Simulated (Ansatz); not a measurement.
SnS in space group P-6m2 (No. 187; Sn on 1a, S on 1f) under volume change, PBE in the plane-wave PAW code Ansatz, shape and atoms relaxed at each volume.

```json
[
 {"V (Å³/atom)": "22.801", "E − E(relaxed) (meV/atom)": "(withheld)", "P (GPa)": "(withheld)"},
 {"V (Å³/atom)": "23.553", "E − E(relaxed) (meV/atom)": "10.9", "P (GPa)": "2.35"},
 {"V (Å³/atom)": "24.304", "E − E(relaxed) (meV/atom)": "3.0", "P (GPa)": "1.18"},
 {"V (Å³/atom)": "25.056", "E − E(relaxed) (meV/atom)": "0.0", "P (GPa)": "0.00"},
 {"V (Å³/atom)": "25.808", "E − E(relaxed) (meV/atom)": "(withheld)", "P (GPa)": "(withheld)"},
 {"V (Å³/atom)": "26.559", "E − E(relaxed) (meV/atom)": "11.7", "P (GPa)": "-2.37"},
 {"V (Å³/atom)": "27.311", "E − E(relaxed) (meV/atom)": "25.1", "P (GPa)": "-3.32"}
]
```

Question: Fill in the missing entries.

Answer: 
- 25.808, E − E(relaxed) (meV/atom): 3.0
- 25.808, P (GPa): -1.28
- 22.801, E − E(relaxed) (meV/atom): 25.6
- 22.801, P (GPa): 3.98

Question: What does a third-order Birch–Murnaghan fit give for V₀, B₀ and B′?

Answer: V₀ = 24.99 Å³/atom, B₀ = 40.4 GPa, B′ = 1.4.

The cell is a constructed one: a structure type filled with these elements; neither database checked (COD, Materials Project) lists it. It is not the phase usual at ambient conditions (space group No. 62). Symmetry was held in the PBE relaxation; whether a distortion lowers the energy is not shown. Spin–orbit coupling is left out wherever it is not named.

Potentials: the later of the program's two PAW sets.
